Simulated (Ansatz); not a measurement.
Rb:
```cif
data_Rb2
_chemical_formula_sum 'Rb2'
_space_group_name_H-M_alt 'Im-3m'
_space_group_IT_number 229
_space_group_name_Hall '-I 4 2 3'
_cell_length_a 5.37085
_cell_length_b 5.37085
_cell_length_c 5.37085
_cell_angle_alpha 90.000
_cell_angle_beta 90.000
_cell_angle_gamma 90.000
loop_
_atom_site_label
_atom_site_type_symbol
_atom_site_symmetry_multiplicity
_atom_site_Wyckoff_symbol
_atom_site_fract_x
_atom_site_fract_y
_atom_site_fract_z
_atom_site_occupancy
Rb1 Rb 2 a 0.00000 0.00000 0.00000 1
```
(The calculation used a cell of 1 atom; values per cell refer to that cell.)

Relaxed with DFT-LDA in the program Ansatz with PAW potentials. Indices refer to the conventional cell of Im-3m, a = b = c = 5.3709 Å, α = β = γ = 90.00°.

**Question.** Simulate the powder diffraction pattern (Cu Kα, λ = 1.54184 Å; lines above 1 %) up to 2θ = 90°.

**Answer.** Simulated powder pattern, Cu Kα, λ = 1.54184 Å (kinematic, ideal powder, no thermal factors, no anomalous dispersion; the 30 strongest lines at most, above 1 %, up to 2θ = 90°):

| 2θ (°) | d (Å) | I/Imax (%) | hkl |
|---|---|---|---|
| 23.42 | 3.798 | 100 | (110) |
| 33.37 | 2.685 | 20 | (200) |
| 41.17 | 2.193 | 44 | (211) |
| 47.91 | 1.899 | 14 | (220) |
| 53.99 | 1.698 | 20 | (310) |
| 59.63 | 1.550 | 4.8 | (222) |
| 64.97 | 1.435 | 22 | (321) |
| 70.08 | 1.343 | 2.2 | (400) |
| 75.03 | 1.266 | 11 | (411)+(330) |
| 79.87 | 1.201 | 6.2 | (420) |
| 84.64 | 1.145 | 5.5 | (332) |
| 89.37 | 1.096 | 4.9 | (422) |

The cell was relaxed with LDA under the symmetry of its start.

Potentials: the later of the program's two PAW sets.
